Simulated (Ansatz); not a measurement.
**Ionic part of the dielectric constant of CsH at 20 GPa, mode by mode**

Level of theory: DFT LDA, scalar-relativistic, plane waves, PAW in Ansatz. Cutoff 420 eV, 8×8×8 k-points (Γ-centred), fixed occupations. No spin polarisation. Phonons by linear response, acoustic sum rule imposed.

Symmetry: Pm-3m, No. 221, cubic system. Conventional cell: a = 3.183 Å, b = 3.183 Å, c = 3.183 Å, α = 90.00°, β = 90.00°, γ = 90.00°. Cs (site symmetry m-3m) is surrounded by 8 H at 2.76 Å. H (site symmetry m-3m) is surrounded by 8 Cs at 2.76 Å.

Spin–orbit coupling is left out, which matters for heavy elements. Other phases may be more stable at this pressure. The run warned that the force constants aren't converged on this k mesh, so the frequencies and all that is formed from them are rough.

The primitive cell has V = 32.25 Å³ and ε∞,xx = 5.742. Each polar mode adds Δε = (4.92064×10⁷/V)·S/ν² along x, with S its oscillator strength in e²/amu, ν in cm⁻¹ and V in Å³.

**Question.** From these modes, find each Δε and ε0,xx.
```csv
ν (cm⁻¹),S_xx (e²/amu)
791.7,1.43
```

**Answer.**
| ν (cm⁻¹) | Δε |
| --- | --- |
| 791.7 | 3.48 |

The sum is 3.481, so ε0,xx = 9.22; the run's tensor has 9.22.

**Question.** Where do the longitudinal modes lie for a wave vector along x?

**Answer.** At 1003 cm⁻¹. The Lyddane–Sachs–Teller product Π(ν_LO/ν_TO)² = 1.61 matches ε0/ε∞ = 1.61.

This CsCl-type form isn't the usual stable structure of the compound at low pressure.